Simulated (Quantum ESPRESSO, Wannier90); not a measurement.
## HfGe$_{2}$ (Cmcm): Wannier90 run

```xyz
6
Lattice="0.0000 0.0000 3.7528 -3.7861 0.0000 0.0000 1.8930 -7.4878 0.0000" Properties=species:S:1:pos:R:3 pbc="T T T"
Hf     0.0000    -1.5894    -0.9382
Hf     0.0000     1.5894     0.9382
Ge    -1.8930     0.8923    -0.9382
Ge     1.8930    -0.8923     0.9382
Ge    -1.8930     3.7417     0.9382
Ge     1.8930    -3.7417    -0.9382
```

Structure: Materials Project mp-13683, symmetrised, not relaxed again. COD (Crystallography Open Database) has an entry of this formula and space group (matched by these alone). Method: PBEsol plane waves in Quantum ESPRESSO 7.5 (PseudoDojo norm-conserving files, 63 Ry, no spin polarisation, no spin-orbit coupling), Bloch states on a 4×6×6 mesh through Γ, Wannier90 4.0.1. Density: 8×8×8 mesh, cold smearing 0.01 Ry. Spin-orbit coupling is left out although heavy elements are present.

Valence charges of the files: Hf 12, Ge 14. 78 bands were computed.

Isolated groups of bands, relative to the Fermi level (bands from 29 on overlap up to the last one computed):

```json
[
 {"bands": "1–2", "from (eV)": "-62.43", "to (eV)": "-62.42", "filling": "filled", "weight on atomic waves": "Hf 5s 96 %"},
 {"bands": "3–8", "from (eV)": "-31.19", "to (eV)": "-31.03", "filling": "filled", "weight on atomic waves": "Hf 5p 98 %"},
 {"bands": "9–28", "from (eV)": "-25.01", "to (eV)": "-24.58", "filling": "filled", "weight on atomic waves": "Ge 3d 100 %"}
]
```

Wanted is a model with the orbitals Hf s p d, Ge s p, without the filled groups that are mainly made of other shells (semicore states, and anion s where it isn't named); all higher bands stay in for disentanglement.

**Question.** Give num_wann, exclude_bands and num_bands, and the number of electrons that the model holds.

**Answer.** Electrons: 2×12 + 4×14 = 80, or 40.0 bands' worth; no gap over 0.05 eV opens at the Fermi level at this level of theory.
num_wann = 2×9 + 4×4 = 34.
exclude_bands = 1-28, 28 bands, so num_bands = 78 − 28 = 50.
The model holds 80 − 2×28 = 24 electrons. With the window frozen to 1.50 eV it follows pw.x to 8.4 meV rms (states up to 1.0 eV relative to the Fermi level).
